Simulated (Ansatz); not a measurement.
Ag in space group Fd-3m (No. 227; Ag on 8a, Ag on 16d) at seven volumes, DFT-PBE in the program Ansatz with PAW potentials, scaled uniformly. One row is withheld.

| V (Å³/atom) | P (GPa) |
|---|---|
| 17.454 | 9.66 |
| 18.030 | ? |
| 18.605 | 2.61 |
| 19.181 | 0.01 |
| 19.756 | -2.12 |
| 20.331 | -3.86 |
| 20.907 | -5.28 |

Problem. Fit the shown pressures and predict the withheld one.

Solution. P = (3/2)B₀(x^(7/2) − x^(5/2))[1 + (3/4)(B′ − 4)(x − 1)] with x = (V₀/V)^(2/3). Least squares on the six rows gives V₀ = 19.183 Å³/atom, B₀ = 78.3 GPa, B′ = 5.66. At V = 18.030, x = 1.0422 and P = 5.78 GPa. The run itself gave 5.79 GPa.

The start of the workflow was typed in or built on a structure type; neither database checked (COD, Materials Project) lists it. It is not the phase usual at ambient conditions (space group No. 225). The PBE relaxation kept the symmetry of its start; its stability against distortions is not shown here. The run is not spin-polarised.

Potentials: the earlier of the program's two PAW sets.
